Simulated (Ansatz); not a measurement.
Calculation for fcc Ni (110), 4 layers: DFT, PBE, PAW with Ansatz's default frozen-core files, scalar-relativistic (Ansatz 0.2.0). This run: vacuum of 7 Å.

The slab is cut from a bulk crystal relaxed on PAW files (its atoms may have been relaxed since).

Command: `ansatz run input.yaml --threads 2 --pin off --max-ram 6144MiB --backend cpu --events-out ev --progress --plain --runs-dir out` It took 20 s on 2 threads of Intel(R) Xeon(R) Platinum 8488C (Sapphire Rapids), on a shared host, peak memory 0.59 GiB.

```yaml
crystal:
  lattice:
    - [2.4880369258, 0.0, 0.0]
    - [0.0, 3.5186155641, 0.0]
    - [0.0, 0.0, 10.5236]
  atoms:
    - { symbol: Ni, position: [0.25, 0.25, 0.3325859843], spin: 1.0 }
    - { symbol: Ni, position: [0.75, 0.75, 0.4372010976], spin: 1.0 }
    - { symbol: Ni, position: [0.25, 0.25, 0.5627991799], spin: 1.0 }
    - { symbol: Ni, position: [0.75, 0.75, 0.6674140157], spin: 1.0 }
magnetization:
  spin_polarized: true
kpoints:
  mp_grid: { grid: [15, 10, 1] }
scf:
  occupations: { method: fermi_dirac, width: 0.05 }
hamiltonian:
  xc: pbe
  pseudopotentials: { kind: paw }
output:
  forces: true
  stress: true
  eigenvalues: true
efield:
  axis: 3
  amplitude: 0
  dipole_correction: true
```

Output:

```
Engine: ansatz 0.2.0
Pseudopotentials: kind: paw
Pseudopotential: Ni, paw, valence charge 18, recommended cutoff 420 eV (normal), Ni.paw.azcp
Functional definition: PBE
  parameter kappa = 0.804
  parameter beta = 0.06672455060314922
  exchange = pbe_x(kappa = kappa, mu = beta*pi^2/3)
  correlation = pbe_c(beta = beta)
Crystal: 4 atoms, lattice volume = 92.128 Å³
Basis set: ecut = 420 eV, 1797 PW (Γ), exchange–correlation on 36×48×144 points (8 copies of the dense FFT grid, shifted against one another)
Bands: 46, of which v1, the nominal top of the filled ones, is band 36 counted from 1 (35 counted from 0)
Symmetry: 4 space group operations
k-points: 48 of 150
Non-local potential: Ni, projectors of the file, l = 0: 3, l = 1: 2, l = 2: 3, l = 3: 1
PAW form: soft (Blöchl's): semilocal exchange-correlation on the pseudo side does not see the compensation charge
PAW one-centre angular grid: Ni, 590 points (default); XC on 64 Gauss nodes
Initial density: superposition of atomic densities (neutral atoms: chi_scale 0, normalization atom)
Starting moments: Σ|m| = 4 μB on 4 of 4 sites
Initial wavefunctions: pseudopotential atomic-orbital guess
Functional: x = pbe(κ = 0.804, μ = 0.2195149727645171), c = pbe(β = 0.06672455060314922)
SCF iter   1: F=—  HF=-23352.671612 eV  |F-HF|=—  |Δ(HF+E_count)|=         —  Δρ=2.31e-2 (↑1.97e-2 ↓2.31e-2)  dr2=4.32e0  dr2_m=1.14e-1  M=3.622 μB ∫|m|=3.814 μB  β_m=1.00  ethr=3.10e-3  p=0.000 e·Å  D=8.17e-9 V/Å  ΔV_dip=-0.00 eV  dr2_dipole=1.74e-10  V_vac-E_F(+/−)=6.77/6.82 eV  ⟨swp⟩=7.5  Hψ=18872  notcnv=0  defer=27
Mixer restart at iter 1: flushing history
efield: sawtooth ramp at fractional position 0.9500 (placed from the atoms, in the widest stretch of the axis that holds none; the zero of the levels goes with the place), width 0.1000; the density the first Hamiltonian is built on has a dipole p = 0.000 e·Å; the dipole correction subtracts the counter field D = 8.17e-9 V/Å, which shifts the + side's vacuum level by -0.00 eV against the − side's; the planar-averaged density in the ramp window peaks in size at 8.7e-3 e/Å³
preconditioner: auto → LDOS  [metal: Δε(μ)=0.001 eV  Ē_g=7.449 eV  σ=0.050 eV  W_gap=0.00  n_scr=28 (ndim 8)  ℏωp=24.5 eV  f_vac=0.415  D(μ)=9.74/eV (n_scr^D=128)]
spin=Collinear: LDOS preconditioning applied to the charge; magnetization (m = ρ↑ − ρ↓) channel mixes plain (no charge-response kernel on spin).
SCF iter   2: F=—  HF=-23353.085538 eV  |F-HF|=—  |Δ(HF+E_count)|=   4.14e-1  Δρ=2.00e-2 (↑1.20e-2 ↓2.00e-2)  dr2=1.14e0  dr2_m=2.20e-2  M=3.304 μB ∫|m|=3.678 μB  β_m=0.34  ethr=3.10e-3  p=-0.000 e·Å  D=-1.34e-5 V/Å  ΔV_dip=0.00 eV  dr2_dipole=1.77e-8  V_vac-E_F(+/−)=5.81/5.86 eV  ⟨swp⟩=2.6  Hψ=7560  notcnv=0  defer=244
density mixer auto → msr1: a metal under ldos (density of states about μ 3.68 of a free-electron gas's, 28 screened modes)
SCF iter   3: F=—  HF=-23354.650273 eV  |F-HF|=—  |Δ(HF+E_count)|=    1.56e0  Δρ=1.21e-2 (↑5.44e-3 ↓1.21e-2)  dr2=2.34e-1  dr2_m=3.24e-2  M=3.236 μB ∫|m|=3.630 μB  β_m=0.48  ethr=1.58e-3  p=-0.000 e·Å  D=-4.75e-5 V/Å  ΔV_dip=0.00 eV  dr2_dipole=7.30e-8  V_vac-E_F(+/−)=5.28/5.32 eV  ⟨swp⟩=2.7  Hψ=7058  notcnv=0  defer=247
SCF iter   4: F=—  HF=-23355.940818 eV  |F-HF|=—  |Δ(HF+E_count)|=    1.29e0  Δρ=1.61e-2 (↑3.12e-3 ↓1.61e-2)  dr2=1.79e-1  dr2_m=5.45e-2  M=3.004 μB ∫|m|=3.413 μB  β_m=0.60  ethr=3.25e-4  p=-0.000 e·Å  D=-3.71e-5 V/Å  ΔV_dip=0.00 eV  dr2_dipole=1.56e-8  V_vac-E_F(+/−)=4.83/4.87 eV  ⟨swp⟩=3.3  Hψ=7489  notcnv=0  defer=244
SCF iter   5: F=—  HF=-23356.372083 eV  |F-HF|=—  |Δ(HF+E_count)|=   4.31e-1  Δρ=7.48e-3 (↑3.56e-3 ↓7.48e-3)  dr2=6.06e-2  dr2_m=6.70e-3  M=2.895 μB ∫|m|=3.269 μB  β_m=0.64  ethr=2.48e-4  p=-0.000 e·Å  D=-2.46e-5 V/Å  ΔV_dip=0.00 eV  dr2_dipole=4.57e-9  V_vac-E_F(+/−)=4.52/4.55 eV  ⟨swp⟩=3.7  Hψ=9072  notcnv=0  defer=247
SCF iter   6: F=—  HF=-23356.356612 eV  |F-HF|=—  |Δ(HF+E_count)|=   1.55e-2  Δρ=1.97e-3 (↑9.65e-4 ↓1.97e-3)  dr2=6.70e-3  dr2_m=5.22e-4  M=2.846 μB ∫|m|=3.218 μB  β_m=0.64  ethr=8.42e-5  p=-0.000 e·Å  D=-1.30e-5 V/Å  ΔV_dip=0.00 eV  dr2_dipole=1.12e-9  V_vac-E_F(+/−)=4.46/4.49 eV  ⟨swp⟩=2.9  Hψ=7596  notcnv=0  defer=253
SCF iter   7: F=—  HF=-23356.357103 eV  |F-HF|=—  |Δ(HF+E_count)|=   4.91e-4  Δρ=6.66e-4 (↑2.77e-4 ↓6.66e-4)  dr2=5.76e-4  dr2_m=1.11e-4  M=2.862 μB ∫|m|=3.238 μB  β_m=0.82  ethr=9.31e-6  p=-0.000 e·Å  D=-1.20e-5 V/Å  ΔV_dip=0.00 eV  dr2_dipole=2.32e-11  V_vac-E_F(+/−)=4.39/4.42 eV  ⟨swp⟩=2.0  Hψ=6451  notcnv=0  defer=253
SCF iter   8: F=—  HF=-23356.359258 eV  |F-HF|=—  |Δ(HF+E_count)|=   2.15e-3  Δρ=3.27e-4 (↑1.43e-4 ↓3.27e-4)  dr2=9.42e-5  dr2_m=3.69e-5  M=2.872 μB ∫|m|=3.251 μB  β_m=0.81  ethr=8.00e-7  p=0.000 e·Å  D=6.51e-6 V/Å  ΔV_dip=-0.00 eV  dr2_dipole=1.58e-9  V_vac-E_F(+/−)=4.37/4.40 eV  ⟨swp⟩=2.3  Hψ=7300  notcnv=0  defer=253
SCF iter   9: F=—  HF=-23356.359325 eV  |F-HF|=—  |Δ(HF+E_count)|=   6.74e-5  Δρ=7.71e-5 (↑5.55e-5 ↓7.71e-5)  dr2=7.08e-6  dr2_m=2.93e-6  M=2.874 μB ∫|m|=3.255 μB  β_m=0.83  ethr=1.31e-7  p=-0.000 e·Å  D=-1.49e-5 V/Å  ΔV_dip=0.00 eV  dr2_dipole=7.47e-10  V_vac-E_F(+/−)=4.36/4.39 eV  ⟨swp⟩=2.0  Hψ=6481  notcnv=0  defer=253
SCF iter  10: F=—  HF=-23356.359325 eV  |F-HF|=—  |Δ(HF+E_count)|=   3.79e-7  Δρ=4.70e-5 (↑2.18e-5 ↓4.70e-5)  dr2=1.86e-6  dr2_m=5.38e-7  M=2.874 μB ∫|m|=3.255 μB  β_m=0.85  ethr=9.83e-9  p=0.000 e·Å  D=2.69e-5 V/Å  ΔV_dip=-0.00 eV  dr2_dipole=9.25e-9  V_vac-E_F(+/−)=4.36/4.39 eV  ⟨swp⟩=2.1  Hψ=6571  notcnv=0  defer=253
SCF iter  11: F=—  HF=-23356.359325 eV  |F-HF|=—  |Δ(HF+E_count)|=   3.94e-7  Δρ=3.54e-5 (↑1.79e-5 ↓3.54e-5)  dr2=1.31e-6  dr2_m=1.60e-7  M=2.875 μB ∫|m|=3.256 μB  β_m=0.74  ethr=2.58e-9  p=-0.000 e·Å  D=-3.36e-5 V/Å  ΔV_dip=0.00 eV  dr2_dipole=7.35e-8  V_vac-E_F(+/−)=4.36/4.38 eV  ⟨swp⟩=2.4  Hψ=7559  notcnv=0  defer=253
SCF iter  12: F=—  HF=-23356.359325 eV  |F-HF|=—  |Δ(HF+E_count)|=   2.18e-7  Δρ=1.16e-5 (↑4.83e-6 ↓1.16e-5)  dr2=1.12e-7  dr2_m=2.03e-8  M=2.875 μB ∫|m|=3.256 μB  β_m=0.80  ethr=1.81e-9  p=0.000 e·Å  D=7.34e-6 V/Å  ΔV_dip=-0.00 eV  dr2_dipole=7.88e-9  V_vac-E_F(+/−)=4.36/4.38 eV  ⟨swp⟩=2.0  Hψ=6299  notcnv=0  defer=253
SCF iter  13: F=—  HF=-23356.359325 eV  |F-HF|=—  |Δ(HF+E_count)|=   1.80e-8  Δρ=7.65e-6 (↑5.80e-6 ↓7.65e-6)  dr2=8.01e-8  dr2_m=4.18e-9  M=2.875 μB ∫|m|=3.256 μB  β_m=0.74  ethr=1.56e-10  p=-0.000 e·Å  D=-2.56e-7 V/Å  ΔV_dip=0.00 eV  dr2_dipole=7.14e-11  V_vac-E_F(+/−)=4.36/4.38 eV  ⟨swp⟩=2.5  Hψ=7900  notcnv=0  defer=253
SCF iter  14: F=-23356.359325 eV  HF=-23356.359325 eV  |F-HF|=4.12e-8  |Δ(HF+E_count)|=   8.95e-9  Δρ=6.31e-6 (↑2.93e-6 ↓6.31e-6)  dr2=4.22e-8  dr2_m=3.18e-9  M=2.875 μB ∫|m|=3.256 μB  ethr=1.11e-10  p=-0.000 e·Å  D=-1.32e-6 V/Å  ΔV_dip=0.00 eV  dr2_dipole=6.52e-10  V_vac-E_F(+/−)=4.36/4.38 eV  ⟨swp⟩=10.8  Hψ=22323  notcnv=0
WARN: efield: at this solve's end the planar-averaged density reaches 5.21e-3 e/Å³ inside the ramp window [0.8550, 0.1450] (bound 1e-5 e/Å³); the window's nearer edge stands 1.97 Å from this solve's nearest atom along the axis. Its work functions, free energy, forces, stress, dipole, levels and responses can be off, and this figure does not tell by how much. The cell may have no vacuum along `efield.axis`. A short vacuum, a low `basis.ecutwfc` or `basis.ecutrho_ratio` and negative occupations (`scf.occupations.method`) can put density there. See the manual's quickstart, § The vacuum guard
SCF 1 converged in 14 iterations: F = -23356.359325 eV  dr2 = 4.22e-8
[... lines left out ...]
Internal energy: -23356.289838 eV  (E = F + TS)
E sigma→0 (E₀):  -23356.324581 eV
Entropy (-TS):   -0.069487 eV (-17.372 meV/atom)
Fermi energy:    6.345151 eV
Dipole field:    D = -0.000052 V/Å  (p = -0.000026 e·Å, saw-weighted, corrected)
Work function:   Φ+ = 4.3578 eV (in doubt: plateau slope 5.4e-1 eV/Å)   Φ− = 4.3836 eV (in doubt: plateau slope 3.7e-1 eV/Å)
Levels:          The Fermi level and band energies are counted from a zero that moves with the ramp; work functions are not
Vacuum region:   at the solve's end the planar-averaged density reaches 5.21e-3 e/Å³ inside the ramp window [0.8550, 0.1450] (bound 1e-5 e/Å³)
--- Per-component energies (eV) ---
  E_band       = -1973.670733
  E_kinetic    = 1126.170297
  E_local      = -42830.478177  (includes V_loc(G=0)·N_el)
  E_nonlocal   = 2552.816169
  E_hartree    = 19862.445080
  E_xc         = -334.535001
  E_vxc        = -430.931803  (∫ρ·V_xc dr)
  E_paw        = -6527.249033  (= ΣΔE_a)
  E_vpaw       = -2116.109060  (= ΣTr[D̂ρ^β])
  E_aug_tail   = 0.002117  (compensation charges beyond the density's cutoff)
  E_efield     = 0.000000  (sawtooth field / dipole correction)
  E_vefield    = 0.000000  (∫n·V_field dr)
  E_ewald      = 2794.538711
  E_smearing   = -0.069487  (= −TS)
  E_closure    = -0.000000  (closes the sum)
  Σ components = -23356.359325   (vs F -23356.359325, Δ=0.00e0)
--- Forces (eV/Å), atoms counted from 1 ---
  atom   1  Ni     0.00000000     0.00000000    -0.00069439
  atom   2  Ni     0.00000000     0.00000000    -0.00207548
  atom   3  Ni     0.00000000     0.00000000     0.00204483
  atom   4  Ni     0.00000000     0.00000000     0.00075235
  max |Σ_I F_I| component: 2.73e-5 eV/Å
--- Stress (GPa, compression-positive) ---
       -3.213091       0.000000       0.000000
        0.000000      -2.228913       0.000000
        0.000000       0.000000       0.144688
  P = ⅓ Tr σ = -1.7658 GPa (-17.658 kbar)
--- Band table (eV; the first three rows and the last of 96) ---
  k-point 0 ↑: bands = ["-97.3437", "-97.3250", "-97.0075", "-97.0068", "-57.7953", "-57.7121", "-57.7099", "-57.6809", "-57.6784", "-57.6467", "-57.4813", "-57.4801", "-57.3635", "-57.3631", "-57.2891", "-57.2808", "-1.7085", "0.9825", "2.0723", "2.6307", "2.7659", "3.4513", "3.5463", "3.7378", "4.0082", "4.0793", "4.1851", "4.3827", "4.5496", "4.8220", "4.8769", "4.9638", "5.2156", "5.3183", "5.3556", "5.5289", "5.6502", "5.8296", "6.2772", "9.6645", "10.3414", "10.6933", "14.0816", "15.8445", "15.9976", "16.3962"]
  k-point 1 ↑: bands = ["-97.3431", "-97.3254", "-97.0076", "-97.0069", "-57.7938", "-57.7272", "-57.6958", "-57.6797", "-57.6791", "-57.6471", "-57.4817", "-57.4805", "-57.3644", "-57.3637", "-57.2882", "-57.2806", "-1.5844", "1.0558", "2.0789", "2.6587", "2.6917", "3.4248", "3.5931", "3.8239", "4.0240", "4.1419", "4.1796", "4.3721", "4.4422", "4.8251", "4.9322", "4.9518", "5.2511", "5.2912", "5.3377", "5.5353", "5.6843", "5.8137", "6.3326", "9.5472", "9.7456", "10.7893", "12.8701", "16.0193", "16.2838", "17.0098"]
  k-point 2 ↑: bands = ["-97.3416", "-97.3265", "-97.0077", "-97.0071", "-57.7895", "-57.7422", "-57.6839", "-57.6806", "-57.6761", "-57.6482", "-57.4829", "-57.4817", "-57.3674", "-57.3644", "-57.2858", "-57.2802", "-1.2191", "1.2528", "2.0724", "2.5190", "2.7390", "3.4875", "3.7279", "3.7784", "4.0669", "4.1804", "4.2952", "4.3785", "4.4025", "4.7126", "4.8439", "5.1433", "5.2278", "5.2952", "5.3218", "5.5550", "5.7487", "5.7764", "6.5234", "8.1155", "9.8311", "10.7354", "11.3998", "14.5865", "16.7980", "17.1558"]
  k-point 47 ↓: bands = ["-96.4232", "-96.4231", "-96.0325", "-96.0325", "-56.9332", "-56.9331", "-56.8471", "-56.8471", "-56.8045", "-56.8045", "-56.5848", "-56.5847", "-56.4390", "-56.4390", "-56.3759", "-56.3759", "2.5749", "2.5749", "3.4171", "3.4171", "3.9526", "3.9526", "4.2487", "4.2487", "4.5743", "4.5743", "5.0100", "5.0100", "5.7623", "5.7623", "5.8505", "5.8505", "6.5396", "6.5396", "6.6408", "6.6408", "7.7732", "7.7732", "11.2072", "11.2072", "12.8957", "12.8957", "14.2401", "14.2401", "14.7175", "14.7175"]
```

The magnetic state is the one reached from the start moments; other orders weren't searched. The program warned of electron density in the middle of the vacuum in some runs, so work functions there carry some error.
